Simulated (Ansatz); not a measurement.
Input, command and steps of an Ansatz relaxation.

```yaml
crystal:
  lattice:
    - [4.2300832658, 0.0, 0.0]
    - [0.0, 4.2300832658, 0.0]
    - [0.0, 0.0, 4.2300832658]
  atoms:
    - { symbol: Sr, position: [0.0, 0.0, 0.0] }
    - { symbol: B, position: [0.5, 0.5, 0.2034077677] }
    - { symbol: B, position: [0.5, 0.5, 0.7965922323] }
    - { symbol: B, position: [0.2034077677, 0.5, 0.5] }
    - { symbol: B, position: [0.7965922323, 0.5, 0.5] }
    - { symbol: B, position: [0.5, 0.2034077677, 0.5] }
    - { symbol: B, position: [0.5, 0.7965922323, 0.5] }
basis:
  ecutwfc: 500
kpoints:
  mp_grid: { grid: [8, 8, 8] }
hamiltonian:
  xc: r2scan
scf:
  occupations: { method: gaussian, width: 0.1 }
output:
  forces: true
  stress: true
  eigenvalues: true
relax:
  adjacent_minimum: "off"
  f_tol: 0.01
  max_steps: 30
```

```bash
ansatz run input.yaml --threads 2 --pin off --max-ram 5120MiB --backend cpu --events-out ev --progress --plain --runs-dir out
```

Level of theory: DFT r2SCAN, scalar-relativistic, plane waves, PAW in Ansatz.

The volume is held at 1.03 times that of the relaxed cell.

Of 4 frames 3 are shown, positions in Å and forces in eV/Å; the SCF threshold varies from step to step.

```xyz
7
Lattice="4.2301 0.0000 0.0000 0.0000 4.2301 0.0000 0.0000 0.0000 4.2301" Properties=species:S:1:pos:R:3:forces:R:3 pbc="T T T" step=1 free_energy_over_end_meV_per_atom=0.20
Sr    0.0000    0.0000    0.0000    0.0000    0.0000    0.0000
B     2.1150    2.1150    0.8604    0.0000    0.0000    0.1571
B     2.1150    2.1150    3.3697    0.0000    0.0000   -0.1571
B     0.8604    2.1150    2.1150    0.1571    0.0000    0.0000
B     3.3697    2.1150    2.1150   -0.1571    0.0000    0.0000
B     2.1150    0.8604    2.1150    0.0000    0.1571    0.0000
B     2.1150    3.3697    2.1150    0.0000   -0.1571    0.0000
7
Lattice="4.2301 0.0000 0.0000 0.0000 4.2301 0.0000 0.0000 0.0000 4.2301" Properties=species:S:1:pos:R:3:forces:R:3 pbc="T T T" step=2 free_energy_over_end_meV_per_atom=0.06
Sr    0.0000    0.0000    0.0000    0.0000    0.0000    0.0000
B     2.1150    2.1150    0.8617    0.0000    0.0000    0.0894
B     2.1150    2.1150    3.3684    0.0000    0.0000   -0.0894
B     0.8617    2.1150    2.1150    0.0894    0.0000    0.0000
B     3.3684    2.1150    2.1150   -0.0894    0.0000    0.0000
B     2.1150    0.8617    2.1150    0.0000    0.0894    0.0000
B     2.1150    3.3684    2.1150    0.0000   -0.0894    0.0000
7
Lattice="4.2301 0.0000 0.0000 0.0000 4.2301 0.0000 0.0000 0.0000 4.2301" Properties=species:S:1:pos:R:3:forces:R:3 pbc="T T T" step=4 free_energy_over_end_meV_per_atom=0.00
Sr    0.0000    0.0000    0.0000    0.0000    0.0000    0.0000
B     2.1150    2.1150    0.8634    0.0000    0.0000   -0.0010
B     2.1150    2.1150    3.3667    0.0000    0.0000    0.0010
B     0.8634    2.1150    2.1150   -0.0010    0.0000    0.0000
B     3.3667    2.1150    2.1150    0.0010    0.0000    0.0000
B     2.1150    0.8634    2.1150    0.0000   -0.0010    0.0000
B     2.1150    3.3667    2.1150    0.0000    0.0010    0.0000
```

It took 12 s on 2 threads of Arm Neoverse V2, on a shared host, peak memory 0.51 GiB.